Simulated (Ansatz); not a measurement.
Input file for Ansatz (a program for electronic structure):

Ansatz 0.2 input:
```yaml
crystal:
  lattice:
    - [2.927648082, 0.0, 0.0]
    - [0.0, 2.927648082, 0.0]
    - [0.0, 0.0, 4.781784834]
  atoms:
    - { symbol: Ta, position: [0.0, 0.0, 0.0] }
    - { symbol: Zr, position: [0.5, 0.5, 0.5] }
kpoints:
  mp_grid: { grid: [10, 10, 6] }
  band_path:
    path:
      - [[0.0, 0.0, 0.0], [0.0, 0.5, 0.0], [0.5, 0.5, 0.0], [0.0, 0.0, 0.0], [0.0, 0.0, 0.5], [0.0, 0.5, 0.5], [0.5, 0.5, 0.5], [0.0, 0.0, 0.5]]  # Γ-X-M-Γ-Z-R-A-Z
      - [[0.0, 0.5, 0.0], [0.0, 0.5, 0.5]]  # X-R
      - [[0.5, 0.5, 0.0], [0.5, 0.5, 0.5]]  # M-A
    npoints: 8
hamiltonian:
  xc: r2scan
  pseudopotentials: { kind: paw }
magnetization: { noncollinear: true, spin_orbit: true }
scf:
  n_extra_bands: 13
  convergence: { dr2_threshold: 0.0000000001 }
  occupations: { method: gaussian, width: 0.05 }
output: { eigenvalues: true }
```

Output (shortened):

```
Pseudopotentials: kind: paw_fr
Pseudopotential: Ta, paw_fr, valence charge 13
Pseudopotential: Zr, paw_fr, valence charge 12
Functional definition: r2SCAN
non-collinear run that drives no moment, with spin-orbit …
Crystal: 2 atoms, lattice volume = 40.985 Å³
Basis set: ecut = 500 eV, 1057 PW (Γ), exchange–correlation on 96×96×144 points (64 copies of the dense FFT grid, shifted against one another)
Bands: 38, of which v1, the nominal top of the filled ones, is band 25 counted from 1 (24 counted from 0)
Symmetry: 16 space group operations + 16 with time reversal
k-points: 84 of 600
Projection manifold: j_resolved (fully-relativistic pseudo-atomic orbitals)
PAW frozen core: Ta, regenerated for the run's functional
PAW frozen core: Zr, regenerated for the run's functional
Initial density: superposition of atomic densities (chi_scale 0.1, normalization cell, long waves kept (reshape's long-wave potential 0.00 eV rms))
Initial wavefunctions: pseudopotential atomic-orbital guess
Eigensolver: davidson
Functional: x = r2scan, c = r2scan; τ floored in thin density (d = 2e-4 eV/Å³)
SCF iter   1: F=—  HF=-14110.188507 eV  |F-HF|=—  |Δ(HF+E_count)|=         —  Δρ=4.90e-2  dr2=2.49e0  dr2_τ=1.64e-2  dr2_m=0.00e0 (ungated)  ethr=3.10e-3  |M|=0.00e0 ∫|m|=0.00e0 μB  |m|>n=0.0e0 m-floor=0.0e0 τ_xc=0.0e0  β_m=0.30  ⟨swp⟩=5.7  Hψ=7497  notcnv=0  defer=56
all-band conjugate gradients solve this SCF's bands
preconditioner: auto → none
SCF iter   2: F=—  HF=-14109.988261 eV  |F-HF|=—  |Δ(HF+E_count)|=   2.00e-1  Δρ=3.02e-2  dr2=4.99e-1  dr2_τ=9.85e-3  dr2_m=0.00e0 (ungated)  ethr=3.10e-3  |M|=0.00e0 ∫|m|=0.00e0 μB  |m|>n=0.0e0 m-floor=0.0e0 τ_xc=0.0e0  β_m=0.44  ⟨swp⟩=2.0  Hψ=2216  notcnv=0  defer=490
SCF iter   3: F=—  HF=-14110.063991 eV  |F-HF|=—  |Δ(HF+E_count)|=   7.57e-2  Δρ=2.52e-2  dr2=9.55e-1  dr2_τ=1.00e-2  dr2_m=0.00e0 (ungated)  ethr=2.00e-3  |M|=0.00e0 ∫|m|=0.00e0 μB  |m|>n=0.0e0 m-floor=0.0e0 τ_xc=0.0e0  β_m=0.36  ⟨swp⟩=2.8  Hψ=2479  notcnv=0  defer=494
SCF iter   4: F=—  HF=-14109.979888 eV  |F-HF|=—  |Δ(HF+E_count)|=   8.41e-2  Δρ=5.25e-3  dr2=6.60e-3  dr2_τ=1.51e-4  dr2_m=0.00e0 (ungated)  ethr=2.00e-3  |M|=0.00e0 ∫|m|=0.00e0 μB  |m|>n=0.0e0 m-floor=0.0e0 τ_xc=0.0e0  β_m=0.58  ⟨swp⟩=2.0  Hψ=2016  notcnv=0  defer=492
SCF iter   5: F=—  HF=-14109.982895 eV  |F-HF|=—  |Δ(HF+E_count)|=   3.01e-3  Δρ=2.05e-3  dr2=3.28e-3  dr2_τ=1.96e-5  dr2_m=0.00e0 (ungated)  ethr=2.64e-5  |M|=0.00e0 ∫|m|=0.00e0 μB  |m|>n=0.0e0 m-floor=0.0e0 τ_xc=0.0e0  β_m=0.53  ⟨swp⟩=2.1  Hψ=2823  notcnv=0  defer=488
SCF iter   6: F=—  HF=-14109.982898 eV  |F-HF|=—  |Δ(HF+E_count)|=   3.41e-6  Δρ=8.90e-4  dr2=5.44e-4  dr2_τ=4.44e-6  dr2_m=0.00e0 (ungated)  ethr=1.31e-5  |M|=0.00e0 ∫|m|=0.00e0 μB  |m|>n=0.0e0 m-floor=0.0e0 τ_xc=0.0e0  β_m=0.70  ⟨swp⟩=1.0  Hψ=1366  notcnv=0  defer=488
SCF iter   7: F=—  HF=-14109.982950 eV  |F-HF|=—  |Δ(HF+E_count)|=   5.13e-5  Δρ=2.13e-4  dr2=4.41e-5  dr2_τ=1.96e-7  dr2_m=0.00e0 (ungated)  ethr=2.18e-6  |M|=0.00e0 ∫|m|=0.00e0 μB  |m|>n=0.0e0 m-floor=0.0e0 τ_xc=0.0e0  β_m=0.85  ⟨swp⟩=1.6  Hψ=1479  notcnv=0  defer=488
SCF iter   8: F=—  HF=-14109.982951 eV  |F-HF|=—  |Δ(HF+E_count)|=   1.18e-6  Δρ=1.35e-5  dr2=1.26e-7  dr2_τ=2.08e-9  dr2_m=0.00e0 (ungated)  ethr=1.76e-7  |M|=0.00e0 ∫|m|=0.00e0 μB  |m|>n=0.0e0 m-floor=0.0e0 τ_xc=0.0e0  β_m=0.88  ⟨swp⟩=2.0  Hψ=1603  notcnv=0  defer=488
SCF iter  10: F=-14109.982951 eV  HF=-14109.982951 eV  |F-HF|=5.46e-12  |Δ(HF+E_count)|=  1.96e-10  Δρ=4.16e-7  dr2=5.06e-11  dr2_τ=1.51e-12  dr2_m=0.00e0 (ungated)  ethr=1.00e-12  |M|=0.00e0 ∫|m|=0.00e0 μB  |m|>n=0.0e0 m-floor=0.0e0 τ_xc=0.0e0  ⟨swp⟩=7.6  Hψ=6816  notcnv=0
SCF 1 converged in 10 iterations: F = -14109.982951 eV  dr2 = 5.06e-11
NSCF: frozen V_eff on 75 k-points
SCF converged after 10 iterations
Magnetization: |M| = 0.0000 μB,  M = (+0.0000, +0.0000, +0.0000) μB
Absolute magnetization: 0.0000 μB (∫|m|)
  site 0: m = (+0.0000, +0.0000, +0.0000) μB, |m| = 0.0000 μB  (R = 1.21 Å)
  site 1: m = (+0.0000, +0.0000, +0.0000) μB, |m| = 0.0000 μB  (R = 1.21 Å)
Free energy (F): -14109.982951 eV
Harris-Foulkes:  -14109.982951 eV  (|F-HF|=5.46e-12)
Internal energy: -14109.978586 eV  (E = F + TS)
E sigma→0 (E₀):  -14109.980769 eV
Entropy (-TS):   -0.004365 eV (-2.182 meV/atom)
Fermi energy:    16.047803 eV
--- Per-component energies (eV) ---
  E_band       = -232.497766
  E_kinetic    = 698.496151
  E_local      = -1193.340312  (includes V_loc(G=0)·N_el)
  E_nonlocal   = 91.185165
  E_hartree    = 390.014048
  E_xc         = -359.056212
  E_vxc        = -431.912749  (∫ρ·V_xc dr)
  E_paw        = -11361.566581  (= ΣΔE_a)
  E_vpaw       = -200.575843  (= ΣTr[D̂ρ^β])
  E_aug_tail   = 0.000084  (compensation charges beyond the density's cutoff)
  E_vtau       = 23.621705  (kinetic-family band-sum trace: ∫τ·v_τ [+ j·A + Jᵃ·Aᵃ] dr)
  E_ewald      = -2374.763374
  E_core_change = -0.947553  (= ΣΔE_core)
  E_smearing   = -0.004365  (= −TS)
  E_closure    =  0.000000  (closes the sum)
  Σ components = -14109.982951   (vs F -14109.982951, Δ=0.00e0)
  [band-id]    e_kinetic+e_local+e_nonlocal+2·e_hartree+e_vxc+e_vpaw+e_augmentation_tail+e_vtau = -232.497704   (vs E_band -232.497766, Δ=6.16e-5)
--- Band table (eV; the first three rows and the last of 84) ---
  k-point 0: bands = ["-53.0716", "-53.0716", "-34.0245", "-34.0245", "-25.1534", "-25.1534", "-16.5682", "-16.5682", "-16.2367", "-16.2367", "-12.2385", "-12.2385", "-10.5739", "-10.5739", "-10.2704", "-10.2704", "8.9288", "8.9288", "12.3686", "12.3686", "13.4288", "13.4288", "15.9367", "15.9367", "17.6538", "17.6538", "17.6634", "17.6634", "17.8985", "17.8985", "18.5434", "18.5434", "21.1743", "21.1743", "22.4029", "22.4029", "22.4874", "22.4874"]
  k-point 1: bands = ["-53.0716", "-53.0716", "-34.0249", "-34.0249", "-25.1527", "-25.1527", "-16.5619", "-16.5619", "-16.2362", "-16.2362", "-12.2453", "-12.2453", "-10.5856", "-10.5856", "-10.2716", "-10.2716", "9.2058", "9.2058", "12.4071", "12.4071", "13.5483", "13.5483", "15.7226", "15.7226", "17.0704", "17.0704", "17.7786", "17.7786", "18.0998", "18.0998", "18.2335", "18.2335", "21.2312", "21.2312", "21.8842", "21.8842", "22.0797", "22.0797"]
  k-point 2: bands = ["-53.0716", "-53.0716", "-34.0256", "-34.0256", "-25.1514", "-25.1514", "-16.5491", "-16.5491", "-16.2353", "-16.2353", "-12.2593", "-12.2593", "-10.6088", "-10.6088", "-10.2743", "-10.2743", "9.9340", "9.9340", "12.3063", "12.3063", "13.8797", "13.8797", "15.2115", "15.2115", "16.2043", "16.2043", "17.1869", "17.1869", "18.5100", "18.5100", "18.6865", "18.6865", "20.6928", "20.6928", "20.8731", "20.8731", "21.4432", "21.4432"]
  k-point 83: bands = ["-52.9886", "-52.9886", "-33.7459", "-33.7459", "-25.3730", "-25.3730", "-16.9536", "-16.9536", "-16.6567", "-16.6567", "-12.8045", "-12.8045", "-11.3211", "-11.3211", "-10.7156", "-10.7156", "13.2784", "13.2784", "13.3715", "13.3715", "15.3496", "15.3496", "15.3666", "15.3666", "15.4911", "15.4911", "15.6270", "15.6270", "17.6626", "17.6626", "19.0111", "19.0111", "23.3048", "23.3048", "23.9082", "23.9082", "24.9297", "24.9297"]
  band table: 38 of 38 bands, residual norms ≤ 1.0e-3 eV
```

Cost: roughly 90 core-seconds on shared cores.

Space group P4/mmm (L1₀ or tetragonal B2). The start of the workflow was typed in or built on a structure type; neither database checked (COD, Materials Project) lists it. Its standing as an ambient phase is unchecked. The r²SCAN relaxation kept the symmetry of its start; whether a distortion lowers the energy is not shown. No spin polarisation was allowed. Its formation energy is positive at this level, so the cell may be metastable or incomplete. Axis ratios of metals converge slowly with the k-mesh, so a and c are less sure than the volume.

Potentials: the later of the program's two PAW sets.

Ansatz is a plane-wave DFT program.
